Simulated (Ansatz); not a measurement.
Structure types of Sc compared at 8.8 GPa

Structure types of Sc are relaxed in primitive cells with their symmetry kept at 8.8 GPa, on PAW files; LAPW relaxes the small cells further and takes the PAW cell for the others (marked *). The enthalpy is E + pV at zero temperature, without zero-point motion. Only the types listed were tried, and differences under about 5 meV/atom are mesh noise.

All numbers are LDA results (scalar-relativistic) from Ansatz 0.2.0, with Fermi–Dirac smearing of 0.1 eV, no spin polarisation. Methods: LAPW: all electrons, basis error target 0.5 meV/atom; PAW: frozen-core files, cutoff 420 eV.

k meshes: fcc 15×15×15, bcc 16×16×16, hcp 14×14×8, omega 8×8×11, dhcp 12×12×4, sc 14×14×14.

The PAW files were made under PBE.

**Question.** Order the types by LAPW enthalpy, lowest first.
A. sc
B. fcc
C. hcp
D. bcc
E. dhcp
F. omega

**Answer.** C (0 meV/atom), E (7 meV/atom), B (29 meV/atom), F (40 meV/atom), D (125 meV/atom), A (732 meV/atom).

```tsv
start type	ends as	a, b, c (Å)	V (Å³/atom)	H − H(lowest), LAPW (meV/atom)	same, PAW
fcc	fcc, Fm-3m	4.295, 4.295, 4.295	19.80	28.7	29.0
bcc	bcc, Im-3m	3.425, 3.425, 3.425	20.09	125.4	125.4
hcp	hcp, P6_3/mmc	3.104, 3.104, 4.801	20.03	0.0	0.0
omega	omega, P6/mmm	4.776, 4.776, 3.003	19.77	40.5	40.6
dhcp*	dhcp, P6_3/mmc	3.058, 3.058, 9.799	19.84	6.9	7.1
sc	sc, Pm-3m	2.695, 2.695, 2.695	19.57	732.3	733.6
```

**Question.** Would dhcp gain on hcp at higher pressure?

**Answer.** Yes: dH/dp = V, and its volume is smaller by 0.19 Å³/atom. Held constant, that would close the gap after about 5.7 GPa more, a rough figure, since the volume difference changes with pressure.
